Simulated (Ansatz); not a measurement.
LaPd₅ in space group P6/mmm (No. 191; La on 1a, Pd on 3g, Pd on 2c), plane-wave PAW PBE (Ansatz code), all energies at zero smearing, with the estimated change up to a 700 eV cutoff added, with one set of potentials and settings (totals compare only within such a set). Cell of 6 atoms (1 La, 5 Pd): -41117.785 eV.

```csv
element,reference phase,E (eV/atom)
La,"P6_3/mmc, 4 atoms in the cell",-6250.0953
Pd,"Fm-3m, 1 atoms in the cell",-6972.8544
```

Formation energy per atom, worked out: (-41117.785 − 1×(-6250.0953) − 5×(-6972.8544))/6 = -0.570 eV/atom (-55 kJ per mol of atoms), at 0 K, without zero-point energy or fitted corrections.

The workflow started from a Materials Project entry (that database holds measured and hypothetical structures alike); the Crystallography Open Database copy checked does not list it. Whether it is the stable phase at ambient conditions was not checked. The PBE relaxation kept the symmetry of its start; whether a distortion lowers the energy is not shown. The run is not spin-polarised. The references are the lowest solids computed at this level, not always the standard phases. Spin–orbit coupling is left out wherever it is not named.

Potentials: the later of the program's two PAW sets.
